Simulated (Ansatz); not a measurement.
Sr$_{3}$SnO:
```
CELL_PARAMETERS angstrom
      5.02474     0.00000     0.00000
      0.00000     5.02474     0.00000
      0.00000     0.00000     5.02474
ATOMIC_POSITIONS crystal
  Sr 0.50000 0.00000 0.50000
  Sr 0.00000 0.50000 0.50000
  Sr 0.50000 0.50000 0.00000
  Sn 0.00000 0.00000 0.00000
  O  0.50000 0.50000 0.50000
```

Relaxed with LDA. Special points in fractions of this cell's reciprocal vectors: Γ (0.000, 0.000, 0.000); X (0.000, 0.500, 0.000); M (0.500, 0.500, 0.000); R (0.500, 0.500, 0.500).

Question: List the band energies nearest the Fermi level at these points for LDA (plane waves, PAW; program Ansatz).

Answer: In eV from the Fermi level; about four levels below and three above (degenerate sets whole), none deeper than 8.9 eV; points with the same levels are listed once.

```csv
k,below,above
Γ,-3.49 -3.49 -3.49 -0.11 -0.11,0.30 0.30 0.30
X,-3.63 -3.63 -2.87 -0.75 -0.75,1.06 1.28 2.57 2.58
M,-3.79 -1.89 -1.89 -1.10,1.88 2.34 2.34
R,-5.11 -5.11 -5.11 -0.85 -0.85 -0.85,0.99 0.99 0.99
```

Space group Pm-3m (anti-perovskite). The first step of the workflow began from a Materials Project structure, measured or hypothetical; the Crystallography Open Database files this formula in space group No. 221, but the cells were not matched. Whether it is the stable phase at ambient conditions was not checked. Symmetry was held in the LDA relaxation; of distortions, only those at the zone centre were tested. A small band overlap can be real or an error of a semilocal functional. The Fermi level of a semimetal is unsure by some 0.05 eV on such meshes. Spin–orbit coupling is left out wherever it is not named.

Potentials: the later of the program's two PAW sets.
